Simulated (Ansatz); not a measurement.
GdZr (P-6m2), Ansatz 0.2.0, DFT, r2SCAN+U, all-electron PAW with datasets made for the crystal, scalar-relativistic.

Command: `ansatz run input.yaml --threads 1 --pin off --max-ram 3072MiB --backend cpu --events-out ev --progress --plain --runs-dir out`

```yaml
crystal:
  lattice:
    - [3.3939075271, 0.0, 0.0]
    - [-1.6969537635, 2.9392101365, 0.0]
    - [0.0, 0.0, 5.446174]
  atoms:
    - { symbol: Gd, position: [0.6666666667, 0.3333333333, 0.5], spin: 7.0 }
    - { symbol: Zr, position: [0.3333333333, 0.6666666667, 0.0] }
magnetization:
  spin_polarized: true
kpoints:
  mp_grid: { grid: [11, 11, 6] }
scf:
  occupations: { method: fermi_dirac, width: 0.05 }
hamiltonian:
  xc: r2scan
  pseudopotentials: { kind: all_electron, datasets: crystal }
  hubbard: { sites: [{ species: Gd, l: f, u_eff: 3 }] }
output:
  forces: true
  stress: true
  eigenvalues: true
  hubbard: { sites: [{ species: Gd, l: f }, { species: Zr, l: d }] }
```

How does this run end?

The input was rejected before any iteration.
```
Error: 2 input errors — fix all and re-run
  2. hamiltonian.pseudopotentials.datasets: crystal with hamiltonian.hubbard without hamiltonian.hubbard.projectors: augmentation-sphere — beside datasets made for the crystal a Hubbard term projects on shells inside the augmentation spheres: set hamiltonian.hubbard.projectors: augmentation-sphere, with a U that was fitted under it, at the same cutoff radius
```
